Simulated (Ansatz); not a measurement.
# Cold compression of AlNi (rocksalt type)

```xyz
2
Lattice="0.0000 2.3747 2.3747 2.3747 0.0000 2.3747 2.3747 2.3747 0.0000" Properties=species:S:1:pos:R:3 pbc="T T T"
Ni    0.0000    0.0000    0.0000
Al    2.3747    2.3747    2.3747
```

The cell comes from a relaxation on PAW files under the same functional, begun from a prototype that needn't be the stable phase.

Its volume is scaled at fixed shape and fractional positions.

All numbers are LDA results (scalar-relativistic) from Ansatz 0.2.0, with a Γ-centred 15×15×15 k mesh, Fermi–Dirac smearing of 0.1 eV, no spin polarisation. Methods: LAPW: all electrons, basis error target 1 meV/atom; PAW: frozen-core files, cutoff 420 eV; crystal datasets: all electrons, by PAW datasets that the program makes for each cell; norm-conserving: pseudopotentials, cutoff 1333 eV; PAW (cutoff 800 eV): frozen-core files, cutoff 800 eV.

Energies are extrapolated to zero smearing and count from the unscaled cell; pressure is positive in compression; gaps take the mesh and a band path. No temperature or zero-point motion is included.

Spin polarisation is left out, though a magnetic state may lie lower. The PAW files were made under PBE.

| V/V0 | V (Å³/atom) | P LAPW (GPa) | ΔE LAPW (eV/atom) | P PAW − LAPW (GPa) | ΔE PAW − LAPW (meV/atom) |
| --- | --- | --- | --- | --- | --- |
| 1.00 | 13.39 | -0.11 | 0.000 | 0.06 | 0.0 |
| 0.94 | 12.59 | 9.03 | 0.021 | 0.11 | 0.4 |
| 0.88 | 11.78 | 21.6 | 0.095 | 0.17 | 1.1 |
| 0.80 | 10.71 | ? | ? | ? | ? |
| 0.72 | 9.64 | 84.7 | 0.742 | 0.33 | 4.7 |
| 0.64 | 8.57 | 146.8 | 1.498 | 0.14 | 6.6 |
| 0.55 | 7.36 | 268.4 | 3.014 | -1.26 | 3.8 |

(1) Fit the Vinet equation to the LAPW pressures shown (residuals weighted by 1/(|P| + 0.03·Pmax)), and predict the pressure of the withheld row.

(2) From the table, what is the rise of the enthalpy H = E + pV up to the last row, and how stiff is the crystal between the last two rows?

(3) At the smallest volume, how far do crystal datasets and norm-conserving and PAW (cutoff 800 eV) lie from LAPW in pressure?

(4) How do the Löwdin populations by LAPW change from the unscaled cell to the last row?

Answers

(1) The fit gives V0 = 13.38 Å³/atom, B0 = 128 GPa and B0′ = 4.52. At 10.71 Å³/atom, x = (V/V0)^(1/3) = 0.9285, and P = 3·B0·(1 − x)/x²·exp[1.5·(B0′ − 1)·(1 − x)] = 46.3 GPa. The run itself gave 46.2 GPa (+0.3 % off) and ΔE = 0.315 eV/atom.

(2) ΔH = 3.014 eV + (268.4 GPa × 7.36 Å³ + 0.11 GPa × 13.39 Å³) × 0.006242 eV/(GPa·Å³) = 15.36 eV/atom, of which pV makes 80 %. The mean bulk modulus there is −ΔP/Δln V = 802 GPa.

(3) crystal datasets: 0.00 GPa; norm-conserving: -7.51 GPa; PAW (cutoff 800 eV): -1.36 GPa, on a LAPW pressure of 268.4 GPa.

(4) Ni 3s 1.96 → 1.90, Ni 4s 0.60 → 0.55, Ni 3d 9.02 → 9.21, Al 3s 1.15 → 0.92, Al 3p 2.17 → 2.35 electrons an atom. These are projections on the shells that the free atoms fill; 0.13 e a cell lies outside them at the start and 0.16 e at the end.
